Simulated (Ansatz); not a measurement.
LuBPd3:
```xyz
5
Lattice="4.2536 0.0000 0.0000 0.0000 4.2536 0.0000 0.0000 0.0000 4.2536" Properties=species:S:1:pos:R:3 pbc="T T T"
Pd     0.0000     2.1268     2.1268
Pd     2.1268     0.0000     2.1268
Pd     2.1268     2.1268     0.0000
Lu     0.0000     0.0000     0.0000
B      2.1268     2.1268     2.1268
```

Relaxed with r²SCAN. Special points in fractions of this cell's reciprocal vectors: Γ (0.000, 0.000, 0.000); X (0.000, 0.500, 0.000); M (0.500, 0.500, 0.000); R (0.500, 0.500, 0.500).

### Question
List the band energies nearest the Fermi level at these points for plane-wave PAW r²SCAN with spin–orbit coupling (Ansatz code).

### Answer
In eV from the Fermi level; about four levels below and three above (degenerate sets whole), none deeper than 8.9 eV; points with the same levels are listed once.

| k | below | above |
|---|---|---|
| Γ | -1.72 -1.72 -1.72 -1.72 -1.62 -1.62 | 2.21 2.21 2.21 2.21 |
| X | -2.60 -2.60 -1.83 -1.83 | 0.41 0.41 0.44 0.44 |
| M | -0.64 -0.64 -0.40 -0.40 | 2.12 2.12 2.20 2.20 |
| R | -1.95 -1.95 -1.95 -1.95 -0.32 -0.32 | 0.10 0.10 0.10 0.10 |

Space group Pm-3m (cubic perovskite). The workflow started from an entry of the Crystallography Open Database (COD). Its standing as an ambient phase is unchecked. Symmetry was held in the r²SCAN relaxation; its stability against distortions is not shown here. No spin polarisation was allowed.

Potentials: the later of the program's two PAW sets.
